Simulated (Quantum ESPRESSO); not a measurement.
# Mo3Cu2AlTi2: input and log of a self-consistent run

A calculation, not a measurement. The program is pw.x of Quantum ESPRESSO 7.5 (plane-wave density functional theory). The cell is made up: eight metal atoms on a hexagonal close-packed lattice, with elements, volume, strain and displacements drawn at random and not relaxed, so it may be unstable or far from any real phase. PseudoDojo standard norm-conserving files set the functional (PBE unless stated); there is no spin polarisation or spin-orbit coupling, the Fermi-Dirac width of 0.25 eV means electrons at about 2900 K, and the masses in the input are unused placeholders. The copper pseudopotential is less sure than most, with forces differing by about three percent and pressure by about two GPa from a second method on plain copper. A spin test at this wide smearing found no moment, but such smearing suppresses magnetism that the real alloy may have.

Input:

```
&control calculation='scf', pseudo_dir='./dojo.nc.sr.pbe.v0_5.standard.upf', outdir='./o', disk_io='minimal', tprnfor=.true., tstress=.true. /
&system ibrav=0, nat=8, ntyp=4, nbnd=68, ecutwfc=92.02030273, nosym=.true., tot_charge=0,
 occupations='smearing', smearing='fd', degauss=0.0183746611
/
&electrons conv_thr=1.470e-08, electron_maxstep=70, mixing_beta=0.5 /
ATOMIC_SPECIES
Al 1.0 Al.upf
Cu 1.0 Cu.upf
Mo 1.0 Mo.upf
Ti 1.0 Ti.upf
CELL_PARAMETERS angstrom
-2.7745 0.0372 0.036
-0.0077 4.7936 -4.418
0.1211 -4.7552 -4.3758
ATOMIC_POSITIONS angstrom
Mo 0.0852 -0.0374 0.0547
Cu 0.0078 1.6292 -2.0828
Mo 0.0114 -0.0645 -4.3652
Al 0.0311 1.7053 -6.4912
Mo -1.3603 -0.847 -2.0741
Cu -1.1741 -2.2766 -4.3185
Ti -1.2529 -0.7139 -6.5453
Ti -1.3768 2.4042 -4.3368
K_POINTS automatic
8 4 4 1 1 1
```

The log is shortened where brackets say so; the opening notice, blank lines, dates and the lines on written files are dropped, and the path of the files is cut. It prints rydbergs, bohrs and kilobars, and counts compression as positive stress. Its total energy is the free energy E - TS of the whole cell.

```
     Program PWSCF v.7.5
     Parallel version (MPI & OpenMP), running on       4 processor cores
     Number of MPI processes:                 4
     Threads/MPI process:                     1
     [start-up lines left out]
     bravais-lattice index     =            0
     lattice parameter (alat)  =       5.2440  a.u.
     unit-cell volume          =     785.8080 (a.u.)^3
     number of atoms/cell      =            8
     number of atomic types    =            4
     number of electrons       =       107.00
     number of Kohn-Sham states=           68
     kinetic-energy cutoff     =      92.0203  Ry
     charge density cutoff     =     368.0812  Ry
     scf convergence threshold =      1.5E-08
     mixing beta               =       0.5000
     number of iterations used =            8  plain     mixing
     Exchange-correlation= PBE
                           (   1   4   3   4   0   0   0)
     [axes and pseudopotential details left out]
   Cartesian axes
     site n.     atom                  positions (alat units)
         1        Mo     tau(   1) = (   0.0307029  -0.0134776   0.0197118  )
         2        Cu     tau(   2) = (   0.0028108   0.5871027  -0.7505632  )
         3        Mo     tau(   3) = (   0.0041081  -0.0232434  -1.5730547  )
         4        Al     tau(   4) = (   0.0112073   0.6145263  -2.3391856  )
         5        Mo     tau(   5) = (  -0.4902012  -0.3052271  -0.7474280  )
         6        Cu     tau(   6) = (  -0.4231017  -0.8204015  -1.5562258  )
         7        Ti     tau(   7) = (  -0.4514983  -0.2572628  -2.3586812  )
         8        Ti     tau(   8) = (  -0.4961472   0.8663837  -1.5628204  )
     number of k points=    64  Fermi-Dirac smearing, width (Ry)=  0.0184
                       cart. coord. in units 2pi/alat
        k(    1) = (  -0.0635614  -0.0012096  -0.0797153), wk =   0.0312500
        k(    2) = (  -0.0655687  -0.0742396  -0.1589504), wk =   0.0312500
     [further k points left out]
     Dense  grid:    93583 G-vectors     FFT dimensions: (  36,  75,  75)
     Estimated max dynamical RAM per process >     349.52 MB
     Estimated total dynamical RAM >       1.30 GB
     Initial potential from superposition of free atoms
     starting charge     106.9894, renormalised to     107.0000
     Starting wfcs are   74 randomized atomic wfcs
     total cpu time spent up to now is        5.1 secs
     per-process dynamical memory:   280.9 Mb
     Self-consistent Calculation
     iteration #  1     ecut=    92.02 Ry     beta= 0.50
     Davidson diagonalization with overlap
     ethr =  1.00E-02,  avg # of iterations =  2.7
     total cpu time spent up to now is       17.9 secs
     total energy              =   -1398.80362305 Ry
     estimated scf accuracy    <      33.87619246 Ry
     iteration #  2     ecut=    92.02 Ry     beta= 0.50
     Davidson diagonalization with overlap
     ethr =  1.00E-02,  avg # of iterations =  4.1
     total cpu time spent up to now is       35.1 secs
     total energy              =   -1414.10629683 Ry
     estimated scf accuracy    <     150.80106451 Ry
     iteration #  3     ecut=    92.02 Ry     beta= 0.50
     Davidson diagonalization with overlap
     ethr =  1.00E-02,  avg # of iterations =  4.4
     total cpu time spent up to now is       49.6 secs
     total energy              =   -1422.87478397 Ry
     estimated scf accuracy    <      20.66944570 Ry
     iteration #  4     ecut=    92.02 Ry     beta= 0.50
     Davidson diagonalization with overlap
     ethr =  1.00E-02,  avg # of iterations =  2.0
     total cpu time spent up to now is       60.2 secs
     total energy              =   -1422.77181532 Ry
     estimated scf accuracy    <      15.12305189 Ry
     iteration #  5     ecut=    92.02 Ry     beta= 0.50
     Davidson diagonalization with overlap
     ethr =  1.00E-02,  avg # of iterations =  1.7
     total cpu time spent up to now is       70.1 secs
     total energy              =   -1422.59709915 Ry
     estimated scf accuracy    <       8.35762657 Ry
     [iterations 6 to 21 left out]
     iteration # 22     ecut=    92.02 Ry     beta= 0.50
     Davidson diagonalization with overlap
     ethr =  1.45E-09,  avg # of iterations =  3.3
     total cpu time spent up to now is      256.9 secs
     total energy              =   -1422.10635216 Ry
     estimated scf accuracy    <       0.00000051 Ry
     iteration # 23     ecut=    92.02 Ry     beta= 0.50
     Davidson diagonalization with overlap
     ethr =  4.72E-10,  avg # of iterations =  2.6
     total cpu time spent up to now is      267.6 secs
     total energy              =   -1422.10635221 Ry
     estimated scf accuracy    <       0.00000019 Ry
     iteration # 24     ecut=    92.02 Ry     beta= 0.50
     Davidson diagonalization with overlap
     ethr =  1.82E-10,  avg # of iterations =  2.2
     total cpu time spent up to now is      278.3 secs
     total energy              =   -1422.10635222 Ry
     estimated scf accuracy    <       0.00000011 Ry
     iteration # 25     ecut=    92.02 Ry     beta= 0.50
     Davidson diagonalization with overlap
     ethr =  1.06E-10,  avg # of iterations =  2.1
     total cpu time spent up to now is      288.6 secs
     total energy              =   -1422.10635223 Ry
     estimated scf accuracy    <       0.00000002 Ry
     iteration # 26     ecut=    92.02 Ry     beta= 0.50
     Davidson diagonalization with overlap
     ethr =  1.64E-11,  avg # of iterations =  3.4
     total cpu time spent up to now is      299.6 secs
     End of self-consistent calculation
     [lines on levels left out]
!    total energy              =   -1422.10635223 Ry
     estimated scf accuracy    <          4.6E-09 Ry
     smearing contrib. (-TS)   =      -0.11717381 Ry
     internal energy E=F+TS    =   -1421.98917843 Ry
     The total energy is F=E-TS. E is the sum of the following terms:
     one-electron contribution =    -739.95641522 Ry
     hartree contribution      =     426.65841672 Ry
     xc contribution           =    -192.58748604 Ry
     ewald contribution        =    -916.10369389 Ry
     convergence has been achieved in  26 iterations
     Forces acting on atoms (cartesian axes, Ry/au):
     atom    1 type  3   force =    -0.00041169    0.04254189   -0.00031324
     atom    2 type  2   force =     0.00161621   -0.00228980   -0.00080316
     atom    3 type  3   force =     0.02324425    0.02666625    0.02322748
     atom    4 type  1   force =    -0.00234864   -0.03561885   -0.05059486
     atom    5 type  3   force =     0.00188560    0.06099358   -0.02021691
     atom    6 type  2   force =    -0.01801698   -0.05438056   -0.00706118
     atom    7 type  4   force =    -0.01023836   -0.00500419    0.01341358
     atom    8 type  4   force =     0.00426960   -0.03290833    0.04234830
     Total force =     0.134581     Total SCF correction =     0.000418
     Computing stress (Cartesian axis) and pressure
          total   stress  (Ry/bohr**3)                   (kbar)     P=      108.15
   0.00058559   0.00016168   0.00001213           86.14       23.78        1.78
   0.00016168   0.00079832   0.00012693           23.78      117.44       18.67
   0.00001213   0.00012693   0.00082167            1.78       18.67      120.87
     init_run     :      4.70s CPU      4.97s WALL (       1 calls)
     electrons    :    292.67s CPU    294.53s WALL (       1 calls)
     forces       :      1.79s CPU      1.80s WALL (       1 calls)
     stress       :      6.13s CPU      6.14s WALL (       1 calls)
     [timing details left out]
     PWSCF        :   5m 5.43s CPU   5m 7.60s WALL
     JOB DONE.
```

In other units: free energy -19348.743 eV for the cell, pressure 10.82 GPa, largest force component 1.568 eV/Å in size. The run took 309 s of wall time with four MPI processes on a shared machine (Intel Xeon, 2023 or later, virtual cores), so the time is rough. A rerun of this cell at a higher cutoff and on a denser mesh moved values by no more than 0.007 eV in energy, 0.07 GPa in stress and 0.010 eV/Å in force, and a second program with other atomic files agreed on that cell to 2 % rms in force and 0.5 GPa in pressure.